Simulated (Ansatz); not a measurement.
SrHg (CsCl type, Pm-3m) at seven volumes, PBEsol (plane waves, PAW; program Ansatz), scaled uniformly. One row is withheld.

| V (Å³/atom) | P (GPa) |
|---|---|
| 27.409 | 3.99 |
| 28.313 | 2.42 |
| 29.217 | 1.10 |
| 30.120 | 0.00 |
| 31.024 | -0.92 |
| 31.927 | -1.68 |
| 32.831 | ? |

### Question
Fit the shown pressures and predict the withheld one.

### Answer
Third-order Birch–Murnaghan: P = (3/2)B₀(x^(7/2) − x^(5/2))[1 + (3/4)(B′ − 4)(x − 1)] with x = (V₀/V)^(2/3). Least squares on the six rows gives V₀ = 30.122 Å³/atom, B₀ = 33.42 GPa, B′ = 4.98. At V = 32.831, x = 0.9442 and P = -2.32 GPa. The run itself gave -2.32 GPa.

The workflow started from an entry of the Crystallography Open Database (COD). Its standing as an ambient phase is unchecked. Symmetry was held in the PBEsol relaxation; whether a distortion lowers the energy is not shown. Scalar-relativistic: spin–orbit coupling is off unless named, which matters more the heavier the elements.

Potentials: the later of the program's two PAW sets.
